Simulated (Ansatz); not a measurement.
# A vibration from a frozen displacement in TiRe

Computed with Ansatz 0.2.0, DFT LDA, scalar-relativistic, plane waves, PAW. Settings: plane waves to 420 eV, k-mesh 16×16×16 (Γ-centred), Gaussian smearing 0.15 eV. Spin–orbit coupling is left out, which matters for the heavy elements here. No spin polarisation. Energies are free energies at this smearing, counted from the undisturbed cell; pressure is positive in compression.

The starting cell (as given, not relaxed at this level; it stands at -13.1 GPa, and it needn't be the usual structure):

```
Ti Re
1.0
     3.11800    0.00000    0.00000
     0.00000    3.11800    0.00000
     0.00000    0.00000    3.11800
Ti Re
1 1
Cartesian
  1.5590 1.5590 1.5590
  0.0000 0.0000 0.0000
```

Every Re atom is moved by x along the Cartesian unit vector (-0.577, -0.577, -0.577); the cell and all other atoms stay fixed. The cell's volume is 30.31 Å³; the moved atoms weigh 186.207 u together and the others 47.867 u. Some rows repeat others by symmetry and weren't run.

```
  x (Å)  ΔE (meV/cell) total force on the moved atoms along the move (eV/Å) pressure (GPa)
-0.3000         397.38                                                2.5757         -6.1524
-0.2625         306.22                                                2.2849         -7.7671
-0.2250         226.14                                                1.9839         -9.1721
-0.1875         157.60                                                1.6700        -10.3614
-0.1500         101.03                                                1.3451        -11.3323
-0.1125          56.82                                                1.0117        -12.0839
-0.0750          25.22                                                0.6732        -12.6175
-0.0375           6.30                                                0.3360        -12.9410
 0.0000           0.00                                                0.0000        -13.0527
 0.0375           6.30                                               -0.3360        -12.9410
 0.0750          25.22                                               -0.6732        -12.6175
 0.1125          56.82                                               -1.0117        -12.0839
 0.1500         101.03                                               -1.3451        -11.3323
 0.1875         157.60                                               -1.6700        -10.3614
 0.2250         226.14                                               -1.9839         -9.1721
 0.2625         306.22                                               -2.2849         -7.7671
 0.3000         397.38                                               -2.5757         -6.1524
```

What frequency belongs to this motion?

The force constant is k = −dF/dx = 8.960 eV/Å², from the parabola through x = -0.0375, 0 and 0.0375. In every cell the moved atoms swing against the rest, so the mass is μ = m₁m₂/(m₁ + m₂) = 38.078 u, and ν̃ = 521.5 cm⁻¹ × √(|k|/μ) = 253 cm⁻¹, at this cell's pressure of -13.1 GPa. To first order in x, and within 1 %, the force on every atom lies along the move and, within each of the two groups, in proportion to the atom's mass, so this is itself a mode at the zone centre of this cell.

How far does the harmonic law reach?

At x = -0.300 Å, kx²/2 = 403.22 meV against the computed 397.38 meV (-1.4 %): the well is still close to harmonic there.

The pressure changes with x². What does that say about the frequency under compression?

With E = k(V)x²/2, k ∝ V^(−2γ) and x scaling with the cell as V^(1/3), P − P0 = −∂E/∂V = (2γ − 2/3) ΔE/V. At x = 0.0750 Å, V(P − P0) = 30.31 × 0.43523 / 160.2 eV = 82.34 meV and ΔE = 25.22 meV, so γ = 1/3 + V(P − P0)/(2ΔE) = 1.97. This is the Grüneisen parameter of the motion under uniform scaling of the cell: shrinking the cell evenly by 1 % in volume raises the frequency by about 1.97 %.

In a metal these slopes depend on the k mesh and the smearing.